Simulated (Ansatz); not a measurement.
Ge: energy along a strain

Ge, Imma, a = 4.992 Å, b = 5.302 Å, c = 2.874 Å (as given, not relaxed at this level: -2.5 GPa, forces to 0.05 eV/Å). This isn't the element's structure at ambient conditions. Ansatz: PBEsol, PAW, 420 eV, Γ-centred 20×20×20 mesh on 2 atoms, Gaussian smearing 0.15 eV; no spin polarisation. Cell vectors (Å): -2.496 2.651 1.437; 2.496 -2.651 1.437; 2.496 2.651 -1.437. The cell is strained by x per cent times the pattern (0 1 0 0 0 0) in the order xx yy zz yz xz xy (engineering shears), with fractional coordinates held. y is the free energy over the start, V0 = 19.014 Å³/atom.

| x (%) | y (meV/atom) |
| --- | --- |
| -2.00 | -3.22 |
| -1.50 | -3.22 |
| -1.00 | -2.65 |
| -0.50 | -1.57 |
| 0.00 | 0.00 |
| 0.50 | 2.04 |
| 1.00 | 4.54 |
| 1.50 | 7.48 |
| 1.75 | 9.10 |
| 2.00 | ? |

Q: Fit y = c1 x + c2 x² + c3 x³ to the other rows, get the stiffness along the pattern, and predict the missing energy.

A: Least squares on the rows shown. y = 3.628 x + 0.9489 x² − 0.02919 x³. The clamped-ion stiffness p·C·p = 2 × 9.489 eV × 160.2 / 19.014 Å³ = 160 GPa, which is C22 in these axes (second derivative at the start, which stands under stress). At x = 2.00 the fit asked for gives 10.82 meV/atom. The run gave 10.83 meV/atom, so the fit is 0.01 meV/atom too low, within twice the rms miss on the fitted rows (0.006 meV/atom).